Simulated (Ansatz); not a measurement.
BP:
```
CELL_PARAMETERS angstrom
      0.00000     2.26821     2.26821
      2.26821     0.00000     2.26821
      2.26821     2.26821     0.00000
ATOMIC_POSITIONS crystal
  B  0.00000 0.00000 0.00000
  P  0.75000 0.75000 0.75000
```

x, y and z are the axes in which the lattice vectors are written.

Q: Give the high-frequency dielectric tensor and the Born effective charge tensors of the independent atoms from DFPT, r²SCAN (plane waves, PAW; program Ansatz).

A: 
ε∞:
```
8.74  0.00  0.00
0.00  8.74  0.00
0.00  0.00  8.74
```
Z* of atom 1 (B), rows: field, columns: displacement, in e:
```
-0.46   0.00   0.00
 0.00  -0.46   0.00
 0.00   0.00  -0.46
```
Z* of atom 2 (P), rows: field, columns: displacement, in e:
```
0.46  0.00  0.00
0.00  0.46  0.00
0.00  0.00  0.46
```

Static charges for comparison (Bader): B1 +0.68, P2 -0.68 e. Born charges measure polarisation by displacement and can exceed these by far.

Space group F-43m (zinc blende). The r²SCAN relaxation kept the symmetry of its start.

Potentials: the earlier of the program's two PAW sets.
